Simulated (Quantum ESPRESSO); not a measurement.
# Kohn-Sham bands of CsBr (CsCl type)

```
CsBr
1.0
    4.32562     0.00000     0.00000
    0.00000     4.32562     0.00000
    0.00000     0.00000     4.32562
Cs Br
1 1
Cartesian
  0.00000   0.00000   0.00000
  2.16281   2.16281   2.16281
```

Structure: Materials Project mp-22906, symmetrised, not relaxed again. COD (Crystallography Open Database) has an entry of this formula and space group (matched by these alone). Level: PBEsol, no spin polarisation, no spin-orbit coupling; pw.x of Quantum ESPRESSO at 40 Ry with PseudoDojo potentials, 8×8×8 k-points, Wannier90. Density: 8×8×8 mesh, cold smearing 0.01 Ry. Spin-orbit coupling is left out although heavy elements are present.

Energies are relative to the valence-band maximum; weights are on the orthonormalised atomic waves of the pseudopotential files, averaged over the group. 16 electrons a cell are treated as valence.

```tsv
bands	from (eV)	to (eV)	filling	weight on atomic waves
1	-19.79	-19.66	filled	___
2	-12.37	-12.18	filled	___
3–5	-6.93	-6.21	filled	___
6–8	-1.30	0.00	filled	___
```

Problem. Which atomic shells make up each group?

Solution. 
- 1, weight on atomic waves: Cs 5s 97 %
- 2, weight on atomic waves: Br 4s 94 %, Cs 6s 5 %
- 3–5, weight on atomic waves: Cs 5p 98 %
- 6–8, weight on atomic waves: Br 4p 94 %

The Kohn-Sham gap over both meshes and the path is 4.23 eV.
